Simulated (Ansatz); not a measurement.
Polymorphs of GaS, each relaxed with LDA (plane waves, PAW; program Ansatz):

A: P6_3/mmc
a = b = 3.537 Å, c = 15.237 Å, α = β = 90.00°, γ = 120.00°

```csv
atom,site,symmetry,x,y,z
Ga,4f,3m.,0.3333,0.6667,0.1709
S,4f,3m.,0.6667,0.3333,0.1002
```

B: R-3m
a = 3.5465 Å, b = 3.5465 Å, c = 22.7315 Å, α = 90.00°, β = 90.00°, γ = 120.00°

```
atom  site  symmetry       x       y       z
----  ----  --------  ------  ------  ------
Ga      6c        3m  0.0000  0.0000  0.0529
S       6c        3m  0.0000  0.0000  0.2332
```

**Question.** Order them by energy per atom at 0 K (lowest first) at the level LDA.

**Answer.** A (+0 meV/atom), B (+6 meV/atom)

**Question.** Give each one's gap.

**Answer.** A 1.37 eV; B 1.40 eV.

Standing as an ambient phase not checked: B. Weakly bound layers, chains or molecules computed without a dispersion correction, so cells and soft constants are ill determined: A; B. All cells were relaxed under the symmetry of their starts (and spin orders); stability against distortions was not tested throughout. Spin–orbit coupling is left out wherever it is not named.

Energies hold the estimated change up to a 700 eV cutoff; steps of a few meV lie near the error of the meshes.

Potentials: the later of the program's two PAW sets.
